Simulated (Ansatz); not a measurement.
Name crystals whose computed values (DFT-PBEsol in the program Ansatz with PAW potentials) fall in these windows: Θ_D (K) 240 to 300; electron conductivity mass (mₑ) 0.028 to 0.038; B₀ by P(V) fit (GPa) 53 to 73.



```csv
crystal,Θ_D (K),electron conductivity mass (mₑ),B₀ by P(V) fit (GPa)
"GaAs, P4_2/mnm (Ga on 4g, As on 4f)",268,0.032,62.5
```
Others may fit too.

Typed or built starts, not in the databases checked: GaAs, P4_2/mnm (Ga on 4g, As on 4f). Not the usual ambient phase: GaAs, P4_2/mnm (Ga on 4g, As on 4f). The cell was relaxed under the symmetry of its start. Spin–orbit coupling is left out wherever it is not named.

Potentials: the later of the program's two PAW sets.
